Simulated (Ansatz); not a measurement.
The calculation used DFT PBE, scalar-relativistic, plane waves, PAW in Ansatz 0.2.0. Settings: cutoff 420 eV, Γ-centred meshes spaced at most about 0.3 Å⁻¹, and about 0.25 Å⁻¹ or finer for metals (2π included), Gaussian smearing. Collinear spin in cells that started with moments and kept them past the coarse steps, no spin elsewhere.

Temperature and zero-point effects are left out. All come from trial cells, and lower structures may exist.

Question: These unrelaxed guesses for MgTl2PtC6N6 are each relaxed within their symmetry. Order them by the energy at which they end, lowest first.
1.

```
Mg Tl Pt C N
1.0
     0.00000    5.15750    5.15750
     5.15750    0.00000    5.15750
     5.15750    5.15750    0.00000
Mg Tl Pt C N
1 2 1 6 6
Cartesian
  0.0000 0.0000 0.0000
  2.5787 2.5787 2.5787
  7.7363 7.7363 7.7363
  5.1575 5.1575 5.1575
  1.9800 5.1575 5.1575
  5.1575 1.9800 5.1575
  5.1575 5.1575 1.9800
  8.3350 5.1575 5.1575
  5.1575 8.3350 5.1575
  5.1575 5.1575 8.3350
  3.1500 5.1575 5.1575
  5.1575 3.1500 5.1575
  5.1575 5.1575 3.1500
  7.1650 5.1575 5.1575
  5.1575 7.1650 5.1575
  5.1575 5.1575 7.1650
```

2.

```
Mg Tl Pt C N
1.0
     0.00000    5.16200    5.16200
     5.16200    0.00000    5.16200
     5.16200    5.16200    0.00000
Mg Tl Pt C N
1 2 1 6 6
Direct
  0.50000 0.50000 0.50000
  0.25000 0.25000 0.25000
  0.75000 0.75000 0.75000
  0.00000 0.00000 0.00000
  0.81432 0.18568 0.18568
  0.18568 0.81432 0.18568
  0.18568 0.18568 0.81432
  0.18568 0.81432 0.81432
  0.81432 0.18568 0.81432
  0.81432 0.81432 0.18568
  0.70099 0.29901 0.29901
  0.29901 0.70099 0.29901
  0.29901 0.29901 0.70099
  0.29901 0.70099 0.70099
  0.70099 0.29901 0.70099
  0.70099 0.70099 0.29901
```

Answer: 2 (ends in Fm-3m, 0 meV/atom), 1 (ends in Fm-3m, 207 meV/atom). Even the lowest end lies +0.28 eV/atom against the elements.

Spin–orbit coupling, which can matter for Pt and Tl, is left out. The magnetic state reached may not be the lowest. Cells relaxed within their symmetry can be saddle points. Some candidate types were left out of the draw beforehand, so a known form may be missing.
